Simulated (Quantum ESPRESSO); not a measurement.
```
CELL_PARAMETERS angstrom
      2.62994     1.51840     4.96848
     -2.62994     1.51840     4.96848
      0.00000    -3.03680     4.96848
ATOMIC_POSITIONS crystal
  O  0.80451 0.43770 0.03581
  O  0.19549 0.56230 0.96419
  O  0.03581 0.80451 0.43770
  O  0.96419 0.19549 0.56230
  O  0.43770 0.03581 0.80451
  O  0.56230 0.96419 0.19549
  Ti 0.84995 0.84995 0.84995
  Ti 0.15005 0.15005 0.15005
  Cd 0.63682 0.63682 0.63682
  Cd 0.36318 0.36318 0.36318
```

The geometry is that of Materials Project entry mp-13641, symmetrised and not relaxed again.

### Question
What does PBEsol (pw.x of Quantum ESPRESSO, ONCV potentials, without SOC) give for the electronic structure near the Fermi level?

### Answer
The PBEsol gap is indirect, 2.98 eV, from 67 % of the way from Z to Γ to 40 % of the way from Γ to X; the smallest direct gap is 3.07 eV. Spin-orbit splittings are left out.
